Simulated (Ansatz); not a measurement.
**EuCd (Pm-3m): ferro- and antiferromagnetic starts**

Geometry: a structure from the Materials Project, repeated to hold the magnetic orders; nothing is relaxed.

Settings: PBEsol, 7×7×4 k mesh, Fermi–Dirac smearing of 0.03 eV. PAW means Ansatz 0.2.0 on its default frozen-core files; LAPW is all-electron LAPW in Ansatz 0.2.0. Site moments are integrated in spheres about the atoms, whose radii differ between the methods.

The first input and its command:

```yaml
crystal:
  lattice:
    - [3.91685441, 0.0, 0.0]
    - [0.0, 3.91685441, 0.0]
    - [0.0, 0.0, 7.83370882]
  atoms:
    - { symbol: Eu, position: [0.5, 0.5, 0.25], spin: 7.0 }
    - { symbol: Eu, position: [0.5, 0.5, 0.75], spin: 7.0 }
    - { symbol: Cd, position: [0.0, 0.0, 0.0] }
    - { symbol: Cd, position: [0.0, 0.0, 0.5] }
magnetization:
  spin_polarized: true
kpoints:
  mp_grid: { grid: [7, 7, 4] }
scf:
  occupations: { method: fermi_dirac, width: 0.03 }
hamiltonian:
  xc: pbesol
  pseudopotentials: { kind: paw }
output:
  forces: true
  stress: true
  eigenvalues: true
  populations: true
```

Command: `ansatz run input.yaml --threads 2 --pin off --max-ram 6144MiB --backend cpu --events-out ev --progress --plain --runs-dir out`

The input for «start Eu1↑ Eu2↓» by LAPW differs from it in these lines, output keys apart:

```diff
-    - { symbol: Eu, position: [0.5, 0.5, 0.75], spin: 7.0 }
+    - { symbol: Eu, position: [0.5, 0.5, 0.75], spin: -7.0 }
-  pseudopotentials: { kind: paw }
+  pseudopotentials: { kind: all_electron, lapw: { basis_error: 0.0005 } }
```

Energies count from the run that starts all moments parallel. Patterns list the atoms that start with 0.5 μB or more.

```tsv
start	ΔF PAW (meV/atom)	ΔF LAPW (meV/atom)	largest moment, PAW (μB)	M, PAW (μB/cell)	order at the end, PAW	P, PAW (GPa)
Eu1↑, Eu2↑	0.0	0.0	6.84	14.21	kept	-2.0
Eu1↑, Eu2↓	-3.2	-3.2	6.83	0.00	kept	-2.1
no spin polarisation	?	–	0.00	0.00	–	-5.5
```

Q: Give the missing entry: row "no spin polarisation", column "ΔF PAW (meV/atom)".

A: +3586.9.

Q: Map the PAW energies of the orders that kept their pattern on E = −Σ J s_i s_j over ordered pairs, with couplings only between Eu atoms 3.92 Å apart. What J follows?

A: Per Eu atom, ΔE = Σ J·(n_parallel state − n_order), where n is the mean of Σ s_i s_j over a shell: Eu1↑, Eu2↓ has ΔE = -6.5 meV and Δn = 4.0. This gives J(3.92 Å) = -1.62 meV, which fits exactly since there are as many orders as couplings. All other shells are lumped into these numbers, so they are effective couplings.

The lowest of these ends as follows. Site moments (μB): Eu1 6.83, Eu2 -6.83, Cd3 0.00, Cd4 0.00. Cell moment 0.00 μB. Orders of other supercells weren't tried and can lie lower.

The PAW files were made with PBE; the program remakes their cores once for the run's functional and then keeps them frozen. Without U a semilocal functional puts the f levels too near the Fermi level, which can change moments and the order of magnetic states; site and cell moments are spin moments. Spin–orbit coupling is left out although heavy atoms are present. With open f shells a run can end in a state that isn't the lowest. None of this fixes the real material's magnetic order: only patterns that fit the cell were computed, at zero temperature, with a functional that can overstate moments.
